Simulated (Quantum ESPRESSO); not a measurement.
# B3SiP3C: convergence and cost over cutoff and k mesh

Computed values, not a measurement. The program is pw.x of Quantum ESPRESSO 7.5 (plane-wave density functional theory). The cell is made up: 8 atoms on a zincblende/diamond lattice, with randomly drawn elements, strain and displacements, not relaxed. PseudoDojo standard norm-conserving files (v0.5 for PBE, v0.4.1 for LDA and PBEsol) set the functional; there is no spin polarisation, spin-orbit coupling or dispersion term, and the masses in the input are unused placeholders.

Input of the run in row 4:

```
&control calculation='scf', pseudo_dir='./dojo.nc.sr.pbe.v0_5.standard.upf', outdir='./o', disk_io='low', tprnfor=.true., tstress=.true. /
&system ibrav=0, nat=8, ntyp=4, nbnd=22, ecutwfc=82.02448710, nosym=.true., tot_charge=0,
 occupations='smearing', smearing='fd', degauss=0.0018374661
/
&electrons conv_thr=7.350e-09, electron_maxstep=60, /
ATOMIC_SPECIES
B 1.0 B.upf
C 1.0 C.upf
P 1.0 P.upf
Si 1.0 Si.upf
CELL_PARAMETERS angstrom
4.5699 0.0224 -0.0379
0.0224 4.4654 0.0651
-0.0379 0.0651 4.568
ATOMIC_POSITIONS angstrom
B -0.0734 0.0765 -0.0677
B 0.0603 2.2238 2.3549
Si 2.2783 0.0504 2.2438
B 2.2979 2.2096 0.0382
P 1.2014 1.1722 1.0783
P 1.1327 3.3943 3.4895
C 3.4748 1.2282 3.377
P 3.3431 3.4195 1.1261
K_POINTS automatic
4 4 4 1 1 1
```

The same cell was run at these settings. Meshes are shifted by half a step, and differences are from the last row, which is itself not exact.

| cutoff (eV) | k mesh | k points solved | threshold (eV) | free energy less the last row's (eV) | pressure (GPa) | largest stress difference (GPa) | largest force difference (eV/Å) | iterations | wall time (s) | k-point pools | processor |
| --- | --- | --- | --- | --- | --- | --- | --- | --- | --- | --- | --- |
| 781 | 2 x 2 x 2 | 4 | 1e-04 | 0.653 | 12.54 | 0.43 | 0.083 | 8 | 7 | 4 | AMD EPYC, Zen 5 class |
| 1116 | 1 x 1 x 1 | 1 | 1e-07 | 10.571 | 25.14 | 13.60 | 0.661 | 12 | 9 | 4 | AMD EPYC, Zen 5 class |
| 824 | 4 x 4 x 4 | 32 | 1e-07 | 0.064 | 12.23 | 0.62 | 0.017 | 11 | 18 | 4 | AMD EPYC, Zen 5 class |
| 1116 | 4 x 4 x 4 | 32 | 1e-07 | 0.005 | 12.83 | 0.02 | 0.003 | 11 | 24 | 4 | AMD EPYC, Zen 5 class |
| 1347 | 6 x 6 x 6 | 108 | 1e-07 | 0.000 | 12.84 | 0.00 | 0.000 | 11 | 84 | 4 | AMD EPYC, Zen 5 class |

Each pool is one process. Wall times include start-up and a band step at six k points, which weighs most on the coarsest meshes. The runs were on shared virtual cores whose load varied, so times are rough.